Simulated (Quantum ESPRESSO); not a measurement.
# Where does O sit best among Se sites?

Calculated results; nothing here was measured. They come from pw.x of Quantum ESPRESSO 7.5, a plane-wave density functional program, with PseudoDojo standard norm-conserving files (v0.5 for PBE, v0.4.1 for LDA and PBEsol). The cells are made up: elements, strain and atom displacements were drawn at random, and nothing was relaxed. There is no spin polarisation, spin-orbit coupling or dispersion term.

The cell has 8 sites of a wurtzite lattice (rectangular cell). Sites 1 to 4 hold Mg Mg Mg Mg; sites 5 to 8 hold X X X X. Cell vectors in Å: (4.140, 0.025, -0.046); (0.043, 7.155, 0.063); (-0.076, 0.060, 6.779). Settings: PBE, cutoff 1170 eV, 4 x 4 x 4 k mesh shifted by half a step, Fermi-Dirac smearing of 0.025 eV.

In each run one of the sites marked X holds O and the others hold Se; cell and positions stay the same. E is the free energy of the cell.

```
site of the guest  first shell  mean distance (Å)  E above the lowest (eV)  P (GPa)  force on the guest (eV/Å)
                5          Mg4              2.563                    0.733    -1.00                      0.729
                6          Mg4              2.542                    0.419    -1.48                      0.243
                7          Mg4              2.587                    0.960    -0.63                      0.544
                8          Mg4              2.473                    0.000    -2.21                      0.412
```

A rerun of one of these cells at 1467 eV and k mesh 6 x 6 x 6 moved values by no more than 0.009 eV in the cell's energy, 0.10 GPa in stress and 0.013 eV/Å in force.

## Reading the table

Site 8 is lowest, by 0.419 eV, over three times the rerun's bound. A straight line of energy against the mean distance has a slope of 8.3 ± 1.2 eV/Å, so the guest costs less on the tighter sites. The positions are random and not relaxed, so the differences hold for this frozen cell and are not site preferences of a real crystal.